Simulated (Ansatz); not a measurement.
Input:

SiC:
```
CELL_PARAMETERS angstrom
      5.32202     0.00000     0.00000
      0.00000     5.32202     0.00000
      0.00000     0.00000     5.32202
ATOMIC_POSITIONS crystal
  Si 0.25000 0.00000 0.50000
  Si 0.75000 0.00000 0.50000
  Si 0.50000 0.25000 0.00000
  Si 0.50000 0.75000 0.00000
  Si 0.00000 0.50000 0.25000
  Si 0.00000 0.50000 0.75000
  C  0.00000 0.25000 0.50000
  C  0.00000 0.75000 0.50000
  C  0.25000 0.50000 0.00000
  C  0.75000 0.50000 0.00000
  C  0.50000 0.00000 0.75000
  C  0.50000 0.00000 0.25000
```

This is the r²SCAN-relaxed structure.

Q: All from DFT-r²SCAN in the program Ansatz with PAW potentials, unless another level is named. Give the bulk modulus (Birch–Murnaghan fit).

A: 178 GPa.

Q: And the elastic constants (relaxed ions, GPa)?

A: C11 = 412, C12 = 61.5, C44 = 88.7.

Space group Pm-3n. The start of the workflow was typed in or built on a structure type; neither database checked (COD, Materials Project) lists it. It is not the phase usual at ambient conditions (space group No. 186, 216). The r²SCAN relaxation kept the symmetry of its start; its stability against distortions is not shown here.

Potentials: the later of the program's two PAW sets.
